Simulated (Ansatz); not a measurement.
Relaxed-ion elastic tensor of HPbBrO in space group Pnma (No. 62; H on 4c, Pb on 4c, Br on 4c, O on 4c) in GPa (Voigt order), plane-wave PAW r²SCAN+D4 (Ansatz code); density 6.66 g/cm³, 18.96 Å³ per atom.

```
50.4  26.0  22.1   0.0   0.0   0.0
26.0  59.0  21.6   0.0   0.0   0.0
22.1  21.6  47.0   0.0   0.0   0.0
 0.0   0.0   0.0  10.5   0.0   0.0
 0.0   0.0   0.0   0.0  12.3   0.0
 0.0   0.0   0.0   0.0   0.0  14.2
```

Is the crystal mechanically stable?

Yes: the smallest eigenvalue of C is 10.5 GPa.

Work out the Voigt, Reuss and Hill averages.

K_V = 32.9, K_R = 32.4, K_H = 32.7; G_V = 13.2, G_R = 12.9, G_H = 13.0 GPa.

Give Young's modulus, Poisson's ratio, Pugh's ratio and the universal anisotropy index.

E = 9KG/(3K + G) = 34.5 GPa; ν = 0.32; K/G = 2.50 (ductile by the Pugh limit of 1.75); A_U = 5G_V/G_R + K_V/K_R − 6 = 0.12.

Estimate the sound speeds and the Debye temperature.

v_l = √((K + 4G/3)/ρ) = 2740 m/s, v_t = √(G/ρ) = 1400 m/s, mean 1570 m/s; Θ = (h/k)(3n/4πV)^(1/3) v_m = 175 K.

How much does each axis shrink under pressure?

Linear compressibilities β_i = Σ_j S_ij (j = 1 to 3): x 10, y 7.7, z 13 per TPa.

The workflow started from a Materials Project entry (that database holds measured and hypothetical structures alike); the Crystallography Open Database copy checked does not list it. Whether it is the stable phase at ambient conditions was not checked. The r²SCAN+D4 relaxation kept the symmetry of its start; of distortions, only those at the zone centre were tested. Spin–orbit coupling is left out wherever it is not named.

Potentials: the later of the program's two PAW sets.
